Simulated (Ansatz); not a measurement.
Run on fcc Ag (110), 5 layers: DFT, PBEsol, PAW with Ansatz's default frozen-core files, scalar-relativistic (Ansatz 0.2.0).

The slab is cut from a bulk crystal relaxed on PAW files (its atoms may have been relaxed since).

Command: `ansatz run input.yaml --threads 2 --pin off --max-ram 4096MiB --backend cpu --events-out ev --progress --plain --runs-dir out` It took 28 s on 2 threads of Arm Neoverse V2 (shared host), peak memory 0.73 GiB.

```yaml
crystal:
  lattice:
    - [2.866903927, 0.0, 0.0]
    - [0.0, 4.0544144156, 0.0]
    - [0.0, 0.0, 21.7338]
  atoms:
    - { symbol: Ag, position: [0.0, 0.0, 0.3680900752] }
    - { symbol: Ag, position: [0.5, 0.5, 0.4340450374] }
    - { symbol: Ag, position: [0.0, 0.0, 0.5] }
    - { symbol: Ag, position: [0.5, 0.5, 0.5659549626] }
    - { symbol: Ag, position: [0.0, 0.0, 0.6319099248] }
kpoints:
  mp_grid: { grid: [14, 10, 1] }
scf:
  occupations: { method: fermi_dirac, width: 0.05 }
hamiltonian:
  xc: pbesol
  pseudopotentials: { kind: paw }
output:
  forces: true
  stress: true
  eigenvalues: true
  populations: true
efield:
  axis: 3
  amplitude: 0
  dipole_correction: true
```

Output:

```
Engine: ansatz 0.2.0
Pseudopotentials: kind: paw
Pseudopotential: Ag, paw, valence charge 19, recommended cutoff 420 eV (normal), Ag.paw.azcp
Functional definition: PBEsol
  exchange = pbesol_x
  correlation = pbesol_c
Crystal: 5 atoms, lattice volume = 252.625 Å³
Basis set: ecut = 420 eV, 4961 PW (Γ), exchange–correlation on 40×60×300 points (8 copies of the dense FFT grid, shifted against one another)
Bands: 57, of which v1, the nominal top of the filled ones, is band 48 counted from 1 (47 counted from 0)
Symmetry: 4 space group operations
k-points: 48 of 140
Non-local potential: Ag, projectors of the file, l = 0: 3, l = 1: 2, l = 2: 2, l = 3: 1
PAW form: soft (Blöchl's): semilocal exchange-correlation on the pseudo side does not see the compensation charge
PAW frozen core: Ag, regenerated for the run's functional, and the local potential with it (the file was generated under x = pbe(κ = 0.804, μ = 0.2195149727645171), c = pbe(β = 0.06672455060314922))
PAW one-centre angular grid: Ag, 590 points (default); XC on 64 Gauss nodes
Initial density: superposition of atomic densities (neutral atoms: chi_scale 0, normalization atom), corrected by the library's trained network
Initial wavefunctions: pseudopotential atomic-orbital guess
Functional: x = pbesol(κ = 0.804, μ = 0.12345679012345678), c = pbesol(β = 0.046)
SCF iter   1: F=—  HF=-37609.494224 eV  |F-HF|=—  |Δ(HF+E_count)|=         —  Δρ=5.06e-3  dr2=5.99e-2  ethr=1.77e-3  p=0.000 e·Å  D=1.22e-13 V/Å  ΔV_dip=-0.00 eV  dr2_dipole=3.16e-8  V_vac-E_F(+/−)=4.28/4.28 eV  ⟨swp⟩=7.8  Hψ=11301  notcnv=0  defer=28
efield: sawtooth ramp at fractional position 0.9500 (placed from the atoms, in the widest stretch of the axis that holds none; the zero of the levels goes with the place), width 0.1000; the density the first Hamiltonian is built on has a dipole p = 0.000 e·Å; the dipole correction subtracts the counter field D = 1.22e-13 V/Å, which shifts the + side's vacuum level by -0.00 eV against the − side's; the planar-averaged density in the ramp window peaks in size at 1.0e-5 e/Å³
preconditioner: auto → LDOS  [metal: Δε(μ)=0.096 eV  Ē_g=8.687 eV  σ=0.050 eV  W_gap=0.39  n_scr=48 (ndim 8)  ℏωp=17.3 eV  f_vac=0.607  D(μ)=1.76/eV (n_scr^D=6)  β→1.0]
SCF iter   2: F=—  HF=-37609.513139 eV  |F-HF|=—  |Δ(HF+E_count)|=   1.89e-2  Δρ=7.35e-3  dr2=1.06e-1  ethr=6.31e-5  p=0.000 e·Å  D=5.40e-6 V/Å  ΔV_dip=-0.00 eV  dr2_dipole=2.34e-8  V_vac-E_F(+/−)=4.35/4.35 eV  ⟨swp⟩=2.9  Hψ=6179  notcnv=0  defer=141
SCF iter   3: F=—  HF=-37609.481965 eV  |F-HF|=—  |Δ(HF+E_count)|=   3.12e-2  Δρ=6.28e-4  dr2=8.20e-4  ethr=6.31e-5  p=0.000 e·Å  D=3.61e-6 V/Å  ΔV_dip=-0.00 eV  dr2_dipole=9.35e-9  V_vac-E_F(+/−)=4.30/4.30 eV  ⟨swp⟩=2.0  Hψ=5122  notcnv=0  defer=141
SCF iter   4: F=—  HF=-37609.481638 eV  |F-HF|=—  |Δ(HF+E_count)|=   3.26e-4  Δρ=1.37e-4  dr2=4.15e-5  ethr=8.63e-7  p=-0.000 e·Å  D=-2.00e-6 V/Å  ΔV_dip=0.00 eV  dr2_dipole=4.33e-13  V_vac-E_F(+/−)=4.30/4.30 eV  ⟨swp⟩=3.3  Hψ=5607  notcnv=0  defer=141
SCF iter   5: F=—  HF=-37609.481689 eV  |F-HF|=—  |Δ(HF+E_count)|=   5.01e-5  Δρ=3.88e-5  dr2=3.07e-6  ethr=4.37e-8  p=-0.000 e·Å  D=-4.54e-7 V/Å  ΔV_dip=0.00 eV  dr2_dipole=1.01e-10  V_vac-E_F(+/−)=4.30/4.30 eV  ⟨swp⟩=2.2  Hψ=4968  notcnv=0  defer=141
SCF iter   6: F=—  HF=-37609.481689 eV  |F-HF|=—  |Δ(HF+E_count)|=   1.02e-7  Δρ=8.28e-6  dr2=1.50e-7  ethr=3.23e-9  p=-0.000 e·Å  D=-1.35e-7 V/Å  ΔV_dip=0.00 eV  dr2_dipole=2.01e-11  V_vac-E_F(+/−)=4.30/4.30 eV  ⟨swp⟩=2.8  Hψ=4975  notcnv=0  defer=141
SCF iter   7: F=-37609.481689 eV  HF=-37609.481689 eV  |F-HF|=1.23e-8  |Δ(HF+E_count)|=   1.09e-7  Δρ=2.87e-6  dr2=3.57e-8  ethr=1.05e-10  p=-0.000 e·Å  D=-1.48e-7 V/Å  ΔV_dip=0.00 eV  dr2_dipole=3.51e-13  V_vac-E_F(+/−)=4.30/4.30 eV  ⟨swp⟩=14.7  Hψ=12498  notcnv=0
SCF 1 converged in 7 iterations: F = -37609.481689 eV  dr2 = 3.57e-8
  greatest PAW one-centre occupation: 1.001 electrons in one spin orbital (limit 2), on the Ag atom at site 3 (counted from 0), in its partial waves of l = 0
SCF converged after 7 iterations
Free energy (F): -37609.481689 eV
Harris-Foulkes:  -37609.481689 eV  (|F-HF|=1.23e-8)
Internal energy: -37609.467737 eV  (E = F + TS)
E sigma→0 (E₀):  -37609.474713 eV
Entropy (-TS):   -0.013952 eV (-2.790 meV/atom)
Fermi energy:    2.963517 eV
Dipole field:    D = -0.000001 V/Å  (p = -0.000001 e·Å, saw-weighted, corrected)
Work function:   Φ+ = 4.2992 eV   Φ− = 4.2992 eV
Levels:          The Fermi level and band energies are counted from a zero that moves with the ramp; work functions are not
--- Per-component energies (eV) ---
  E_band       = -2518.205242
  E_kinetic    = 2635.799421
  E_local      = -126603.117442  (includes V_loc(G=0)·N_el)
  E_nonlocal   = 414.818948
  E_hartree    = 62130.883000
  E_xc         = -915.021675
  E_vxc        = -1167.181356  (∫ρ·V_xc dr)
  E_paw        = -19175.224825  (= ΣΔE_a)
  E_vpaw       = -2060.335471  (= ΣTr[D̂ρ^β])
  E_aug_tail   = 0.001484  (compensation charges beyond the density's cutoff)
  E_efield     = 0.000000  (sawtooth field / dipole correction)
  E_vefield    = 0.000000  (∫n·V_field dr)
  E_ewald      = 43900.779656
  E_core_change = 1.613695  (= ΣΔE_core)
  E_smearing   = -0.013952  (= −TS)
  E_closure    = 0.000000  (closes the sum)
  Σ components = -37609.481689   (vs F -37609.481689, Δ=0.00e0)
--- Forces (eV/Å), atoms counted from 1 ---
  atom   1  Ag    -0.00000000     0.00000000     0.32346290
  atom   2  Ag     0.00000000     0.00000000    -0.31073398
  atom   3  Ag    -0.00000000     0.00000000     0.00000004
  atom   4  Ag    -0.00000000     0.00000000     0.31073417
  atom   5  Ag     0.00000000    -0.00000000    -0.32346216
  max |Σ_I F_I| component: 9.75e-7 eV/Å
--- Stress (GPa, compression-positive) ---
       -1.435209      -0.000000       0.000000
       -0.000000      -1.596667      -0.000000
        0.000000      -0.000000      -0.611348
  P = ⅓ Tr σ = -1.2144 GPa (-12.144 kbar)
--- Band table (eV; the first three rows and the last of 48) ---
  k-point 0: bands = ["-88.9157", "-88.8763", "-88.8753", "-88.5013", "-88.5013", "-52.4724", "-52.4188", "-52.3958", "-52.3886", "-52.3850", "-52.3462", "-52.3409", "-52.3289", "-52.3209", "-52.0052", "-52.0020", "-51.9986", "-51.9986", "-51.9878", "-51.9878", "-4.3706", "-3.2958", "-3.0032", "-2.9304", "-2.7040", "-2.2296", "-2.0545", "-2.0284", "-1.9277", "-1.6461", "-1.6351", "-1.6002", "-1.3531", "-1.3073", "-1.1096", "-0.9900", "-0.9745", "-0.9155", "-0.6665", "-0.6534", "-0.4994", "-0.3301", "-0.1184", "-0.0476", "-0.0216", "0.0289", "0.2655", "1.4335", "3.6787", "5.5999", "5.9915", "7.3478", "7.3694", "8.1309", "8.8954", "9.2004", "10.1492"]
  k-point 1: bands = ["-88.9155", "-88.8765", "-88.8753", "-88.5013", "-88.5013", "-52.4716", "-52.4252", "-52.3961", "-52.3840", "-52.3818", "-52.3469", "-52.3414", "-52.3288", "-52.3218", "-52.0050", "-52.0019", "-51.9988", "-51.9987", "-51.9879", "-51.9879", "-4.2776", "-3.2613", "-2.9872", "-2.9724", "-2.6850", "-2.3917", "-1.9538", "-1.9171", "-1.9046", "-1.6717", "-1.6340", "-1.5474", "-1.2750", "-1.2579", "-1.2367", "-1.0376", "-0.9253", "-0.8231", "-0.6865", "-0.6822", "-0.4805", "-0.2793", "-0.1369", "-0.0966", "-0.0677", "0.0866", "0.2335", "1.4792", "3.7515", "4.8951", "6.0490", "7.1711", "7.4398", "7.4486", "8.9209", "9.3050", "9.8972"]
  k-point 2: bands = ["-88.9150", "-88.8770", "-88.8753", "-88.5014", "-88.5014", "-52.4696", "-52.4363", "-52.3965", "-52.3814", "-52.3699", "-52.3493", "-52.3425", "-52.3286", "-52.3242", "-52.0045", "-52.0017", "-51.9992", "-51.9990", "-51.9881", "-51.9881", "-4.0143", "-3.1740", "-3.1002", "-2.8940", "-2.6290", "-2.5592", "-1.9414", "-1.8174", "-1.7761", "-1.6540", "-1.6065", "-1.4206", "-1.4153", "-1.1463", "-1.1344", "-1.1178", "-0.8113", "-0.7598", "-0.7097", "-0.6036", "-0.4820", "-0.2274", "-0.1858", "-0.1512", "-0.1021", "0.1456", "0.1542", "1.6281", "3.5446", "3.9618", "5.6003", "6.1135", "7.5936", "7.7105", "8.3609", "9.5273", "9.6088"]
  k-point 47: bands = ["-88.9070", "-88.8720", "-88.8688", "-88.4949", "-88.4949", "-52.4922", "-52.4755", "-52.4250", "-52.4029", "-52.3864", "-52.3807", "-52.3723", "-52.3602", "-52.3395", "-52.0789", "-52.0788", "-51.9978", "-51.9950", "-51.9929", "-51.9929", "-3.1676", "-3.0727", "-2.4930", "-2.4675", "-2.4643", "-2.0663", "-2.0389", "-2.0266", "-1.7865", "-1.7800", "-1.6989", "-1.5477", "-1.4739", "-1.4269", "-0.9788", "-0.7834", "-0.7583", "-0.5579", "-0.3800", "-0.2112", "0.0841", "0.1150", "0.1364", "0.1549", "0.2540", "3.4745", "3.6220", "5.7015", "6.1457", "6.8665", "6.9538", "7.3156", "7.9964", "8.1502", "8.3585", "9.7886", "9.8096"]
--- Löwdin populations: 5 sites ---
  site symbol       q [e]
     0     Ag     18.9207
     1     Ag     18.8717
     2     Ag     18.8758
     3     Ag     18.8717
     4     Ag     18.9207
  spilling = 0.005677 (of n_electrons = 95.000000)
```

populations.tsv:

```
# site	symbol	l	j	q
# orbitals = lowdin
# n_electrons = 95.000000
# spilling = 0.005677
0	Ag	0_4S	-	1.995597
0	Ag	0_5S	-	1.025456
0	Ag	1_4P	-	5.997922
0	Ag	2_4D	-	9.901750
1	Ag	0_4S	-	1.992682
1	Ag	0_5S	-	1.018195
1	Ag	1_4P	-	5.998313
1	Ag	2_4D	-	9.862558
2	Ag	0_4S	-	1.992433
2	Ag	0_5S	-	1.021031
2	Ag	1_4P	-	5.998329
2	Ag	2_4D	-	9.863978
3	Ag	0_4S	-	1.992682
3	Ag	0_5S	-	1.018195
3	Ag	1_4P	-	5.998313
3	Ag	2_4D	-	9.862558
4	Ag	0_4S	-	1.995597
4	Ag	0_5S	-	1.025456
4	Ag	1_4P	-	5.997922
4	Ag	2_4D	-	9.901750
```

Next run (atoms relaxed), as changes to the input before:

```diff
   eigenvalues: true
-  populations: true
+relax:
+  f_tol: 0.01
+  max_steps: 40
 efield:
```

Results part of the output:

```
Warning: output.stress: scf.convergence.dr2_threshold = 1e-7 eV (the SCF's general default) is looser than the 5e-10 eV advised for a printed stress (1e-10 eV for each atom of the cell: 5). What an SCF threshold leaves in a stress goes as its square root, and in the free energy as the threshold itself, and one threshold admits the most on a small cell: of the crystals measured, under no hybrid fun
SCF converged after 5 iterations
Free energy (F): -37609.518749 eV
Harris-Foulkes:  -37609.518749 eV  (|F-HF|=1.26e-9)
Internal energy: -37609.504125 eV  (E = F + TS)
E sigma→0 (E₀):  -37609.511437 eV
Entropy (-TS):   -0.014624 eV (-2.925 meV/atom)
Fermi energy:    2.935545 eV
Dipole field:    D = 0.000000 V/Å  (p = 0.000000 e·Å, saw-weighted, corrected)
Work function:   Φ+ = 4.3421 eV   Φ− = 4.3421 eV
Levels:          The Fermi level and band energies are counted from a zero that moves with the ramp; work functions are not
[... lines left out ...]
  k-point 1: bands = ["-88.9433", "-88.9066", "-88.9062", "-88.5819", "-88.5819", "-52.4947", "-52.4647", "-52.4219", "-52.4170", "-52.4087", "-52.3828", "-52.3744", "-52.3618", "-52.3540", "-52.0852", "-52.0803", "-52.0796", "-52.0781", "-52.0642", "-52.0642", "-4.3423", "-3.3122", "-3.1218", "-3.0162", "-2.8393", "-2.4374", "-2.0399", "-1.9918", "-1.9355", "-1.7423", "-1.6828", "-1.5829", "-1.4065", "-1.2878", "-1.2422", "-1.0712", "-1.0393", "-0.9425", "-0.7428", "-0.7291", "-0.5626", "-0.3513", "-0.2250", "-0.1310", "-0.0900", "0.1135", "0.2404", "1.5526", "3.8085", "4.8387", "6.2532", "7.0711", "7.4571", "7.5016", "8.9764", "9.3301", "9.9547"]
  k-point 2: bands = ["-88.9428", "-88.9070", "-88.9062", "-88.5820", "-88.5819", "-52.4912", "-52.4758", "-52.4227", "-52.4087", "-52.4062", "-52.3813", "-52.3766", "-52.3614", "-52.3561", "-52.0850", "-52.0814", "-52.0797", "-52.0773", "-52.0646", "-52.0646", "-4.0774", "-3.2215", "-3.2187", "-2.9307", "-2.7759", "-2.6303", "-2.0573", "-1.8951", "-1.8136", "-1.7205", "-1.6306", "-1.5491", "-1.4367", "-1.2339", "-1.2125", "-1.1581", "-0.8688", "-0.7925", "-0.7589", "-0.6865", "-0.5620", "-0.3495", "-0.1840", "-0.1828", "-0.1248", "0.1500", "0.1625", "1.7043", "3.4873", "4.0207", "5.5097", "6.2978", "7.6316", "7.7297", "8.4159", "9.6080", "9.6303"]
  k-point 47: bands = ["-88.9350", "-88.9017", "-88.8996", "-88.5756", "-88.5756", "-52.5163", "-52.5002", "-52.4602", "-52.4436", "-52.4211", "-52.4046", "-52.4035", "-52.4001", "-52.3701", "-52.1519", "-52.1519", "-52.0781", "-52.0755", "-52.0754", "-52.0723", "-3.2629", "-3.0803", "-2.6202", "-2.5838", "-2.4283", "-2.1990", "-2.1485", "-2.0220", "-1.8956", "-1.7966", "-1.7703", "-1.6819", "-1.5401", "-1.4366", "-1.1028", "-0.8812", "-0.8213", "-0.6307", "-0.4525", "-0.2670", "0.0742", "0.0906", "0.1032", "0.1206", "0.2539", "3.3964", "3.5824", "5.6232", "6.0001", "6.8206", "6.9542", "7.3481", "8.1368", "8.1991", "8.3520", "9.7789", "9.8200"]
--- Relaxed structure (4 steps of the walk, 4 accepted, 0 SCFs on fresh bases) ---
  F+E_penalty+E_count = -37609.51874888 eV   max|allowed force component| = 2.574e-3 eV/Å
  atoms:
    - { symbol: Ag, position: [-1.4676650091190222e-18, -9.604320642027127e-35, 0.3715776552072372] }
    - { symbol: Ag, position: [0.5, 0.5000000000000001, 0.432316863270676] }
    - { symbol: Ag, position: [2.4608730125254404e-26, 5.927365119569445e-34, 0.49999999994152294] }
    - { symbol: Ag, position: [0.5, 0.5000000000000001, 0.5676831369315015] }
    - { symbol: Ag, position: [1.4676650695918063e-18, -1.48176705793995e-33, 0.6284223446490629] }
```

Next run (field of 0.2 V/Å along the normal), as changes to the input before:

```diff
   atoms:
-    - { symbol: Ag, position: [0.0, 0.0, 0.3680900752] }
-    - { symbol: Ag, position: [0.5, 0.5, 0.4340450374] }
-    - { symbol: Ag, position: [0.0, 0.0, 0.5] }
-    - { symbol: Ag, position: [0.5, 0.5, 0.5659549626] }
-    - { symbol: Ag, position: [0.0, 0.0, 0.6319099248] }
+    - { symbol: Ag, position: [0.0, 0.0, 0.3715776552] }
+    - { symbol: Ag, position: [0.5, 0.5, 0.4323168633] }
+    - { symbol: Ag, position: [0.0, 0.0, 0.4999999999] }
+    - { symbol: Ag, position: [0.5, 0.5, 0.5676831369] }
+    - { symbol: Ag, position: [0.0, 0.0, 0.6284223446] }
 kpoints:
   eigenvalues: true
-relax:
-  f_tol: 0.01
-  max_steps: 40
 efield:
   axis: 3
-  amplitude: 0
+  amplitude: 0.2
   dipole_correction: true
```

Results part of the output:

```
SCF 1 converged in 9 iterations: F = -37609.529593 eV  dr2 = 2.40e-8
  greatest PAW one-centre occupation: 1.001 electrons in one spin orbital (limit 2), on the Ag atom at site 1 (counted from 0), in its partial waves of l = 0
SCF converged after 9 iterations
Free energy (F): -37609.529593 eV
Harris-Foulkes:  -37609.529593 eV  (|F-HF|=1.63e-9)
Internal energy: -37609.514968 eV  (E = F + TS)
E sigma→0 (E₀):  -37609.522280 eV
Entropy (-TS):   -0.014625 eV (-2.925 meV/atom)
Fermi energy:    2.932228 eV
Dipole field:    D = 0.077674 V/Å  (p = 0.108440 e·Å, saw-weighted, corrected)
Work function:   not extracted (applied field tilts the vacuum); planar V_es + V_field profile in the machine report
Levels:          The Fermi level and band energies are counted from a zero that moves with the ramp; work functions are not
--- Per-component energies (eV) ---
  E_band       = -2523.699719
  E_kinetic    = 2636.809958
[... lines left out ...]
  atom   2  Ag     0.00000000    -0.00000000    -0.00853905
  atom   3  Ag    -0.00000000    -0.00000000     0.00918779
  atom   4  Ag     0.00000000    -0.00000000    -0.00353764
  atom   5  Ag    -0.00000000    -0.00000000     0.00238300
  max |Σ_I F_I| component: 1.38e-5 eV/Å
--- Stress (GPa, compression-positive) ---
       -1.034011      -0.000000       0.000000
       -0.000000      -1.011255      -0.000000
        0.000000      -0.000000       0.007739
  P = ⅓ Tr σ = -0.6792 GPa (-6.792 kbar)
--- Band table (eV; the first three rows and the last of 48) ---
  k-point 0: bands = ["-88.9468", "-88.9108", "-88.9085", "-88.5923", "-88.5780", "-52.4994", "-52.4613", "-52.4327", "-52.4175", "-52.4129", "-52.3873", "-52.3768", "-52.3654", "-52.3564", "-52.0939", "-52.0891", "-52.0768", "-52.0765", "-52.0733", "-52.0612", "-4.4389", "-3.3512", "-3.0786", "-3.0529", "-2.8626", "-2.2863", "-2.1476", "-2.0066", "-1.9891", "-1.7232", "-1.7059", "-1.6619", "-1.3669", "-1.3132", "-1.2991", "-1.0771", "-1.0472", "-0.9732", "-0.7178", "-0.7172", "-0.6049", "-0.4197", "-0.1817", "-0.1150", "-0.0613", "0.0699", "0.2726", "1.5029", "3.7281", "5.5375", "6.1198", "6.9351", "7.7259", "8.0079", "8.9051", "9.3572", "10.1104"]
  k-point 1: bands = ["-88.9466", "-88.9109", "-88.9085", "-88.5924", "-88.5780", "-52.4980", "-52.4680", "-52.4252", "-52.4203", "-52.4120", "-52.3861", "-52.3777", "-52.3653", "-52.3572", "-52.0939", "-52.0891", "-52.0778", "-52.0755", "-52.0735", "-52.0614", "-4.3456", "-3.3155", "-3.1251", "-3.0195", "-2.8426", "-2.4407", "-2.0432", "-1.9951", "-1.9388", "-1.7456", "-1.6862", "-1.5861", "-1.4098", "-1.2914", "-1.2451", "-1.0746", "-1.0425", "-0.9458", "-0.7461", "-0.7324", "-0.5658", "-0.3546", "-0.2282", "-0.1342", "-0.0932", "0.1102", "0.2372", "1.5490", "3.8028", "4.8354", "6.1799", "7.0064", "7.0691", "7.8192", "8.9195", "9.4606", "9.9487"]
  k-point 2: bands = ["-88.9461", "-88.9112", "-88.9086", "-88.5924", "-88.5780", "-52.4945", "-52.4791", "-52.4261", "-52.4120", "-52.4095", "-52.3846", "-52.3798", "-52.3649", "-52.3592", "-52.0937", "-52.0893", "-52.0788", "-52.0746", "-52.0739", "-52.0618", "-4.0807", "-3.2249", "-3.2219", "-2.9340", "-2.7791", "-2.6335", "-2.0606", "-1.8985", "-1.8169", "-1.7239", "-1.6340", "-1.5524", "-1.4400", "-1.2372", "-1.2158", "-1.1612", "-0.8721", "-0.7957", "-0.7622", "-0.6898", "-0.5653", "-0.3527", "-0.1874", "-0.1860", "-0.1280", "0.1464", "0.1596", "1.7006", "3.4840", "4.0150", "5.5064", "6.2592", "7.1600", "8.0861", "8.3361", "9.5740", "9.7612"]
  k-point 47: bands = ["-88.9383", "-88.9056", "-88.9023", "-88.5861", "-88.5717", "-52.5196", "-52.5035", "-52.4635", "-52.4469", "-52.4244", "-52.4080", "-52.4068", "-52.4033", "-52.3734", "-52.1611", "-52.1493", "-52.0869", "-52.0851", "-52.0724", "-52.0699", "-3.2662", "-3.0836", "-2.6235", "-2.5871", "-2.4317", "-2.2023", "-2.1519", "-2.0254", "-1.8988", "-1.7998", "-1.7736", "-1.6852", "-1.5432", "-1.4399", "-1.1060", "-0.8844", "-0.8246", "-0.6339", "-0.4557", "-0.2702", "0.0708", "0.0874", "0.0996", "0.1175", "0.2509", "3.3932", "3.5791", "5.6201", "5.9969", "6.8172", "6.9509", "7.3445", "8.1335", "8.1957", "8.3480", "9.7748", "9.8170"]
```

The PAW files were made under PBE.
